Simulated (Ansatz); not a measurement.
W (bcc (W type), Im-3m) at seven volumes, plane-wave PAW PBEsol (Ansatz code), scaled uniformly. One row is withheld.

```
V (Å³/atom)  P (GPa)
-----------  -------
14.283         37.13
14.754         22.90
15.225             ?
15.696          0.00
16.166         -9.07
16.637        -16.80
17.108        -23.36
```

Question: Fit the shown pressures and predict the withheld one.

Answer: Third-order Birch–Murnaghan: P = (3/2)B₀(x^(7/2) − x^(5/2))[1 + (3/4)(B′ − 4)(x − 1)] with x = (V₀/V)^(2/3). Least squares on the six rows gives V₀ = 15.696 Å³/atom, B₀ = 324.5 GPa, B′ = 4.12. At V = 15.225, x = 1.0205 and P = 10.53 GPa. The run itself gave 10.61 GPa.

The PBEsol relaxation kept the symmetry of its start. No spin polarisation was allowed. Spin–orbit coupling is left out wherever it is not named.

Potentials: the earlier of the program's two PAW sets. The files were generated under PBE; for other functionals the program regenerates the frozen cores, and for LDA and PBEsol the local potential too.
